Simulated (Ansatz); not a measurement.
NbP:
```cif
data_Nb4P4
_chemical_formula_sum 'Nb4 P4'
_space_group_name_H-M_alt 'I41md'
_space_group_IT_number 109
_space_group_name_Hall 'I 4bw -2'
_cell_length_a 3.34700
_cell_length_b 3.34700
_cell_length_c 11.42772
_cell_angle_alpha 90.000
_cell_angle_beta 90.000
_cell_angle_gamma 90.000
loop_
_atom_site_label
_atom_site_type_symbol
_atom_site_symmetry_multiplicity
_atom_site_Wyckoff_symbol
_atom_site_fract_x
_atom_site_fract_y
_atom_site_fract_z
_atom_site_occupancy
Nb1 Nb 4 a 0.00000 0.00000 0.74928 1
P1 P 4 a 0.00000 0.00000 0.16672 1
```
(The calculation used a cell of 4 atoms; values per cell refer to that cell.)

Relaxed at zero pressure with DFT-PBE in the program Ansatz with PAW potentials.

Task: The volume is raised by 3 % and shape and atoms relax at that volume. What pressure results, and how do the axes share the change?

Result: -5.2 GPa; a 0.8 %, b 0.8 %, c 1.3 %; the energy rises by 8 meV/atom.

Task: Give the new structure.

Result: 
Space group I4₁md (No. 109); a = 3.3745 Å, b = 3.3745 Å, c = 11.5798 Å, α = 90.00°, β = 90.00°, γ = 90.00°

```tsv
atom	site	symmetry	x	y	z
Nb	4a	2mm.	0.0000	0.0000	0.7494
P	4a	2mm.	0.0000	0.0000	0.1666
```

The phase is kept; no other phase was compared at this pressure.

Space group I4_1md. The cell was relaxed with PBE under the symmetry of its start. No spin polarisation was allowed.

Potentials: the later of the program's two PAW sets.
